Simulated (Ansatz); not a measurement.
Given:

As (A7 type, space group R-3m)

```cif
data_As6
_chemical_formula_sum 'As6'
_space_group_name_H-M_alt 'R-3m :H'
_space_group_IT_number 166
_space_group_name_Hall '-R 3 2"'
_cell_length_a 3.78404
_cell_length_b 3.78404
_cell_length_c 10.10651
_cell_angle_alpha 90.000
_cell_angle_beta 90.000
_cell_angle_gamma 120.000
loop_
_atom_site_label
_atom_site_type_symbol
_atom_site_symmetry_multiplicity
_atom_site_Wyckoff_symbol
_atom_site_fract_x
_atom_site_fract_y
_atom_site_fract_z
_atom_site_occupancy
As1 As 6 c 0.00000 0.00000 0.23031 1
```
(The calculation used a cell of 2 atoms; values per cell refer to that cell.)

This relaxed cell (volume V₀) is scaled evenly in all directions, its shape held. The atoms relax within the cell's symmetry.

These are PBE-D3(BJ) (plane waves to 420 eV, PAW, scalar-relativistic; Ansatz, a quantum-chemistry and plane-wave program) values and carry that method's errors. k mesh 11×11×11 (Γ-centred), Fermi-Dirac smearing 0.05 eV. Energies are smeared free energies. Stress and pressure are positive under compression. With the shape held, the modulus is that of even scaling; a crystal free to change shape is softer. As was relaxed with its symmetry unable to fall. The PAW data are Ansatz's earlier set. ΔE is measured from the relaxed starting cell.

The scan covers V/V₀ from 0.900 to 1.100 in 9 points.

### Question
What is ΔE at V/V₀ = 0.900?

### Answer
47 meV/atom.

### Question
What is ΔE at V/V₀ = 1.100?

### Answer
35 meV/atom.

### Question
What pressure does the cell carry at V/V₀ = 0.900?

### Answer
7.9 GPa.

(Under strain, the slope of the energy per volume gives the stress and its curvature an elastic modulus.)
